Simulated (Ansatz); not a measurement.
SiC (wurtzite)

```xyz
4
Lattice="3.0759 0.0000 0.0000 -1.5380 2.6638 0.0000 0.0000 0.0000 5.0477" Properties=species:S:1:pos:R:3 pbc="T T T"
Si     1.5380     0.8879     0.0026
Si     0.0000     1.7759     2.5264
C      1.5380     0.8879     3.1532
C      0.0000     1.7759     0.6294
```

Grid over V/V₀ and (c/a)/(c/a)₀, subscript 0 meaning the relaxed cell; the conventional c axis lies along z; no internal relaxation.

The numbers are results of PBEsol (plane waves to 420 eV, PAW, scalar-relativistic; Ansatz, a first-principles code), not measurements. k mesh 12×12×7 (Γ-centred), Fermi-Dirac smearing 0.05 eV. Compression counts positive. As the atoms are clamped, bonds stretch with the cell, which overstates energies and stresses. SiC was relaxed with its symmetry unable to fall.

At one point of the scan the stress tensor (GPa) is:

```
   31.4      0.0      0.0
    0.0     31.4      0.0
    0.0      0.0      4.7
```

Q: Which point is it?
A) V/V₀ = 0.920, (c/a)/(c/a)₀ = 1.040
B) V/V₀ = 1.040, (c/a)/(c/a)₀ = 1.080
C) V/V₀ = 0.920, (c/a)/(c/a)₀ = 0.920
D) V/V₀ = 0.960, (c/a)/(c/a)₀ = 1.040

A: A, V/V₀ = 0.920, (c/a)/(c/a)₀ = 1.040

(Under strain, the slope of the energy per volume gives the stress and its curvature an elastic modulus.)
